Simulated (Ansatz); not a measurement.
All numbers below come from DFT PBE, scalar-relativistic, plane waves, PAW (Ansatz 0.2.0). Settings: cutoff 420 eV, Γ-centred meshes spaced at most about 0.3 Å⁻¹, and about 0.25 Å⁻¹ or finer for metals (2π included), Gaussian smearing. No spin polarisation in the final relaxations.

Temperature and zero-point effects are left out.

Compare these two cells of Be₃As₂, each relaxed at this level.

A.

```
CELL_PARAMETERS angstrom
3.09290 -1.97366 0.00000
3.09290 1.97366 0.00000
-1.24991 0.00000 5.89598
ATOMIC_POSITIONS crystal
Be 0.68703 0.59964 0.37637
Be 0.76457 0.23543 0.00000
Be 0.40036 0.31297 0.62363
As 0.34316 0.19496 0.23569
As 0.80504 0.65684 0.76431
```

B.

```
CELL_PARAMETERS angstrom
3.62806 0.00000 0.00000
-1.81403 3.14199 0.00000
0.00000 0.00000 6.01499
ATOMIC_POSITIONS crystal
Be 0.66667 0.33333 0.89154
Be 0.00000 0.00000 0.50000
Be 0.33333 0.66667 0.10846
As 0.33333 0.66667 0.73215
As 0.66667 0.33333 0.26785
```

**Question.** Which would you expect to be lower, and how large is the difference?

**Answer.** A is lower, by 122 meV/atom. A has space group C2 (No. 5), 14.4 Å³/atom and a gap of 0.37 eV on its mesh; B has the anti-La2O3 (A sesquioxide) type, space group P-3m1 (No. 164), 13.7 Å³/atom and no gap. Counting As atoms around Be (those within 1.25 times the shortest such distance or 1.15 times the sum of covalent radii; a slash parts the counts of unlike sites), A has Be 4 and B has Be 4/6. The lower one is the more open, so pressure narrows the difference. In A, Be on a site of symmetry 1 has 3 As at 2.24–2.30 Å, 4 Be at 2.42–2.65 Å and 1 As at 2.45 Å; Be on a site of symmetry 2 is surrounded by 4 As at 2.30–2.34 Å and 2 Be at 2.42 Å; As has 6 Be at 2.24–2.45 Å. In B, Be on a site of symmetry 3m is surrounded by 4 As at 2.26–2.30 Å and 3 Be at 2.47 Å; around Be on a site of symmetry -3m lie 6 As at 2.52 Å; As has 4 Be at 2.26–2.30 Å and 3 Be at 2.52 Å. Both come from invented guesses.

Kohn–Sham gaps at this level usually fall short of measured ones. Cells relaxed within their symmetry can be saddle points. The C2 cell of Be3As2 came from shaking the P-3m1 one.
